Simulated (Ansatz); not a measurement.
Structures of Rb₂Re: which is lowest?

Plane-wave DFT in Ansatz with scalar-relativistic PAW potentials, cutoff 420 eV, Γ-centred meshes chosen by cell and gap, Gaussian smearing with energies taken to zero width. Every cell was relaxed (cell and atoms) in a run of its own, within the symmetry of its start. Functional: PBE.

Relaxed structures (starts from databases or built by putting these elements on another compound's sites):
A. I4_1/amd, 6 atoms in the computed cell, a = 2.994 Å, c = 41.985 Å; sites (symmetry × multiplicity) Rb 2mm. × 8, Re -4m2 × 4; start: built
B. P6/mmm, 3 atoms in the computed cell, a = 6.139 Å, c = 2.857 Å; sites (symmetry × multiplicity) Rb -6m2 × 2, Re 6/mmm × 1; start: built

Question: Rank them by energy. Could pressure change the order?

Answer:
| structure | group | E − E(lowest) (meV/atom) | V (Å³/atom) | gap on mesh (eV) |
| --- | --- | --- | --- | --- |
| A | I4_1/amd | 0.0 | 31.35 | 0.00 |
| B | P6/mmm | 103 | 31.09 | 0.00 |

A is lowest, 103 meV/atom under B. The two lowest differ in volume by under 3 %, too little for a first-order estimate of what pressure does to that pair (other pairs aren't weighed here); with rigid cells even 3 % in favour of the higher one would need about 18 GPa. Other structures may lie lower than all of these, and vibrations aren't counted.

Spin-orbit coupling is left out, which matters for the bands of heavy elements.